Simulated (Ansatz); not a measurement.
**Varying the input for InSb$_{3}$**

The reference input for Ansatz (plane-wave DFT with PAW):

```yaml
crystal:
  lattice:
    - [0.0, 3.794555, 3.794555]
    - [3.794555, 0.0, 3.794555]
    - [3.794555, 3.794555, 0.0]
  atoms:
    - { symbol: In, position: [0.0, 0.0, 0.0] }
    - { symbol: Sb, position: [0.25, 0.25, 0.25] }
    - { symbol: Sb, position: [0.75, 0.75, 0.75] }
    - { symbol: Sb, position: [0.5, 0.5, 0.5] }
basis:
  ecutwfc: 420
kpoints:
  mp_grid: { grid: [4, 4, 4] }
hamiltonian:
  xc: pbe
scf:
  occupations: { method: gaussian, width: 0.1 }
output:
  forces: true
  stress: true
  eigenvalues: true
```

Command:

```bash
ansatz run input.yaml --threads 1 --pin off --max-ram 1331MiB --backend cpu --events-out ev --progress --plain --runs-dir out
```

The run converges in 7 SCF iterations on 8 irreducible k-points: pressure -1.29 GPa, no gap.

Settings here are deliberately varied, not converged. Each trial's input is given as a difference from the reference's; energies are extrapolated to zero smearing where there is one, and pressure is positive in compression. Charged cells sit in a uniform background, and their pressures hang on that convention.

Trial 1:

```diff
 basis:
-  ecutwfc: 420
+  ecutwfc: 620
```

The run converges in 7 SCF iterations on 8 irreducible k-points: energy 1.48 meV per atom below the reference, pressure -1.29 GPa, no gap.

Trial 2:

```diff
+total_charge: -0.1
 scf:
+  n_extra_bands: 8
```

The run converges in 7 SCF iterations on 8 irreducible k-points: pressure -1.45 GPa (with the neutralising background of the charged cell), no gap.

Trial 3:

```diff
 kpoints:
-  mp_grid: { grid: [4, 4, 4] }
+  mp_grid: { kspacing: 0.41 }
 hamiltonian:
-  xc: pbe
+  xc: pbesol
 scf:
-  occupations: { method: gaussian, width: 0.1 }
+  occupations: { method: tetrahedron_uncorrected }
```

The run converges in 6 SCF iterations on 8 irreducible k-points: pressure -2.96 GPa, no gap. It warns that the printed bands weren't solved further after the SCF.

Trial 4:

```diff
 basis:
-  ecutwfc: 420
+  ecutwfc: "22 Ha"
```

The run converges in 7 SCF iterations on 8 irreducible k-points: energy 1.46 meV per atom below the reference, pressure -1.29 GPa, no gap.

Trial 5:

```diff
 crystal:
   atoms:
-    - { symbol: Sb, position: [0.75, 0.75, 0.75] }
+    - { symbol: Sb, position: [0.75, 0.75, 0.75], spin: 4.0 }
 basis:
-  ecutwfc: 420
+  ecutwfc: 310
 scf:
+  lower_state_search: "off"
 output:
+  populations: true
+magnetization:
+  spin_polarized: true
```

The run converges in 24 SCF iterations on 8 irreducible k-points: energy 47.3 meV per atom above the reference, pressure -1.32 GPa, no gap, cell moment 0.00 μB. It warns that the cutoff lies under the recommended one, 420 eV for these potentials; that the starting moments were lost.

Trial 6:

```diff
 basis:
-  ecutwfc: 420
+  ecutwfc: 340
 kpoints:
-  mp_grid: { grid: [4, 4, 4] }
+  mp_grid: { grid: [2, 2, 2], shift: [0.5, 0.5, 0.5] }
 hamiltonian:
-  xc: pbe
+  xc: revpbe
 scf:
-  occupations: { method: gaussian, width: 0.1 }
+  occupations: { method: methfessel_paxton, width: 0.15 }
```

The run converges in 7 SCF iterations on 2 irreducible k-points: pressure -0.71 GPa, largest force 1.082 eV/Å, no gap. It warns that the cutoff lies under the recommended one, 420 eV for these potentials; that the mesh lowers the symmetry. Forces of revPBE on these PAW sets can be off by 10 %.